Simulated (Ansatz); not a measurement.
InSb (zinc blende), relaxed and computed with several functionals in Ansatz (plane waves, PAW). Much of their spread follows the volume that each gives.

```tsv
functional	V (Å³/atom)	K_Hill (GPa)
r²SCAN	35.22	43.6
PBE	36.51	36.7
PBEsol	34.63	?
LDA	33.54	46.4
```

Q: Fit a straight line to ln K against ln V and predict the withheld value.

A: Least squares on the 3 shown rows: ln K = -2.68 × ln V + (13.272), with a scatter of 3 %. For PBEsol this gives 43.5. The run itself gave 42.7, within the scatter.

All cells were relaxed under the symmetry of their starts (and spin orders); stability against distortions was not tested throughout. Scalar-relativistic: spin–orbit coupling is off unless named, which matters more the heavier the elements.

Potentials: the later of the program's two PAW sets.

Ansatz (an electronic-structure program) is a plane-wave DFT program.
